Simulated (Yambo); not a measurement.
GaAlN₂ (space group P3m1, No. 156): a test of whether the lowest BSE state is resolved, against the k mesh (Yambo, LDA bands; otherwise 5 valence and 2 conduction bands, static screening with 29 bands and a 4 Ry block, scissor 1.07 eV, Tamm-Dancoff).

```tsv
k mesh	direct gap (eV)	lowest state (eV)	difference (eV)	k points taking part	rough cost
6×6×2	4.22	3.75	0.47	1.0	about 1/40
6×6×4	4.22	3.82	0.39	1.0	about 1/20
9×9×4	4.22	3.91	0.31	1.0	about 1/6
12×12×6	4.22	3.99	0.23	1.1	1
```

The last step moves the difference by 0.08 eV. Even the densest mesh doesn't resolve the state: none of these energies is a result, and the difference is no binding energy.

These are vertical excitations (zero momentum). The scissor comes from a G0W0 run whose convergence isn't established; costs are rough.

Spin-orbit splittings are left out.

The standard potential for Ga keeps a d shell in the valence without the s and p states of that shell. In tests on such compounds this moved G0W0 gaps by up to about 0.9 eV, so absolute quasiparticle energies here are unreliable; differences between settings are what counts.

Geometry relaxed with LDA; primitive cell a = b = 3.1149 Å, c = 5.0482 Å, α = β = 90.00°, γ = 120.00°.

The structure is a Materials Project entry; no match was found in the copy of COD used, and its stability was not checked.
